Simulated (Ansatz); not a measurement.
PbS in space group P4_2/mmc (No. 131; Pb on 2c, S on 2e) at seven volumes, DFT-PBE in the program Ansatz with PAW potentials, shape and atoms relaxed at each. One row is withheld.

```tsv
V (Å³/atom)	P (GPa)
30.606	2.30
31.615	1.57
32.624	0.72
33.633	0.00
34.642	?
35.651	-1.30
36.660	-1.90
```

### Question
Fit the shown pressures and predict the withheld one.

### Answer
P = (3/2)B₀(x^(7/2) − x^(5/2))[1 + (3/4)(B′ − 4)(x − 1)] with x = (V₀/V)^(2/3). Least squares on the six rows gives V₀ = 33.656 Å³/atom, B₀ = 23.6 GPa, B′ = 1.11. At V = 34.642, x = 0.9809 and P = -0.67 GPa. The run itself gave -0.66 GPa.

A made-up cell: these elements were put on the sites of a structure type; neither database checked (COD, Materials Project) lists it. It is not the phase usual at ambient conditions (space group No. 225). The cell was relaxed with PBE under the symmetry of its start; whether a distortion lowers the energy is not shown. Scalar-relativistic: spin–orbit coupling is off unless named, which matters more the heavier the elements.

Potentials: the later of the program's two PAW sets.
